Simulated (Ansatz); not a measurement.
Relaxation of a generated cell, TaSi2 placed in the AFLOW prototype AB2_oI6_71_a_g (as in MoPt2); 3 atoms in the cell, which starts as Immm (No. 71), oI6; a = 2.748 Å, b = 3.914 Å, c = 8.245 Å, α = β = γ = 90.00°. The numbers are results of r2SCAN (plane waves to 500 eV, PAW, scalar-relativistic; Ansatz, a quantum-chemistry and plane-wave program), not measurements. Γ-centred k-mesh 10×10×10 on the run's cell (coarser than for final values), Fermi–Dirac smearing 0.05 eV. This is the first round of the run. 

The optimiser's lines from the output (shortened; P is positive under compression):

```
relax step   1: F+E_penalty+E_count = -11222.56527792 eV  Δ(F+E_penalty+E_count) = +0.000e0 eV  max|allowed force component| = 1.529e0 eV/Å  Δτ_max = 0.0000 Å  P = +3.779 GPa  Ω = 44.339 Å³  (7 SCF iters, dr2 threshold 1.00e-7 eV, accepted)
relax step   2: F+E_penalty+E_count = -11222.94512216 eV  Δ(F+E_penalty+E_count) = -3.798e-1 eV  max|allowed force component| = 4.336e-1 eV/Å  Δτ_max = 0.0962 Å  P = +1.253 GPa  Ω = 43.735 Å³  (6 SCF iters, dr2 threshold 3.00e-7 eV, accepted)
relax step   3: F+E_penalty+E_count = -11223.25598151 eV  Δ(F+E_penalty+E_count) = -3.109e-1 eV  max|allowed force component| = 1.743e-1 eV/Å  Δτ_max = 0.0653 Å  P = -0.182 GPa  Ω = 43.535 Å³  (6 SCF iters, dr2 threshold 3.00e-7 eV, accepted)
relax step   4: F+E_penalty+E_count = -11223.47595546 eV  Δ(F+E_penalty+E_count) = -2.200e-1 eV  max|allowed force component| = 9.394e-2 eV/Å  Δτ_max = 0.0136 Å  P = +0.740 GPa  Ω = 43.304 Å³  (7 SCF iters, dr2 threshold 3.00e-7 eV, accepted)
relax step   5: F+E_penalty+E_count = -11223.58047273 eV  Δ(F+E_penalty+E_count) = -1.045e-1 eV  max|allowed force component| = 2.798e-3 eV/Å  Δτ_max = 0.0044 Å  P = +1.635 GPa  Ω = 43.131 Å³  (6 SCF iters, dr2 threshold 3.00e-7 eV, accepted)
relax step   6: F+E_penalty+E_count = -11223.58415669 eV  Δ(F+E_penalty+E_count) = -3.684e-3 eV  max|allowed force component| = 3.441e-2 eV/Å  Δτ_max = 0.0035 Å  P = -1.265 GPa  Ω = 43.768 Å³  (5 SCF iters, dr2 threshold 3.00e-7 eV, accepted)
relax step   7: F+E_penalty+E_count = -11223.58572729 eV  Δ(F+E_penalty+E_count) = -1.571e-3 eV  max|allowed force component| = 1.129e-3 eV/Å  Δτ_max = 0.0029 Å  P = -0.004 GPa  Ω = 43.485 Å³  (4 SCF iters, dr2 threshold 3.00e-7 eV, accepted)
relax step   8: F+E_penalty+E_count = -11223.58572930 eV  Δ(F+E_penalty+E_count) = -2.006e-6 eV  max|allowed force component| = 1.282e-3 eV/Å  Δτ_max = 0.0001 Å  P = +0.005 GPa  Ω = 43.481 Å³  (4 SCF iters, dr2 threshold 2.50e-9 eV, accepted)
relax step   9: F+E_penalty+E_count = -11223.58683612 eV  Δ(F+E_penalty+E_count) = -1.107e-3 eV  max|allowed force component| = 1.291e-3 eV/Å  Δτ_max = 0.0000 Å  P = +0.046 GPa  Ω = 43.481 Å³  stress off target by 1.21e-1 GPa  SCF on the basis re-selected at this cell (its energy is not comparable with the rows above)  (7 SCF iters)
relax step  10: F+E_penalty+E_count = -11223.58684298 eV  Δ(F+E_penalty+E_count) = -6.865e-6 eV  max|allowed force component| = 1.301e-6 eV/Å  Δτ_max = 0.0001 Å  P = +0.000 GPa  Ω = 43.492 Å³  (4 SCF iters, dr2 threshold 3.68e-8 eV, accepted)
relax step  11: F+E_penalty+E_count = -11223.58684379 eV  Δ(F+E_penalty+E_count) = -8.112e-7 eV  max|allowed force component| = 2.884e-6 eV/Å  Δτ_max = 0.0000 Å  P = +0.000 GPa  Ω = 43.492 Å³  stress off target by 6.00e-3 GPa  SCF on the basis re-selected at this cell (its energy is not comparable with the rows above)  (4 SCF iters)
```

From the first to the last row the energy changes by -0.34 eV/atom and the volume by -1.9 %. The last row is marked as not comparable with the walk above it, whose basis was carried along; it does compare with step 1, since both stand on a basis selected at the nominal cutoff for their own cell.

Later rounds, restarted from the end of this one on a renewed k-mesh, logged 4 more steps and released under 0.01 eV/atom more. The final structure after all rounds: I4/mmm (No. 139), tI6, AFLOW prototype AB2_tI6_139_a_e (C11_b, as in Si2Mo); a = 3.2670 Å, b = 3.2670 Å, c = 8.1521 Å, α = 90.00°, β = 90.00°, γ = 90.00°. Between re-selections the logged energies stand on a plane-wave basis carried along with the cell. No spin polarisation in the result. The relaxed primitive cell holds an odd number of electrons. A magnetic state may lie lower.

The run could not lose the symmetry of its start; a randomly shaken copy of 6 atoms returns to this structure.

The relaxed structure here is a generated cell of TaSi2: the first start was made by placing the elements on the sites of a structure type, and the end was not matched to a known phase here, so it may be hypothetical. Known forms of TaSi2 include space group No. 181.
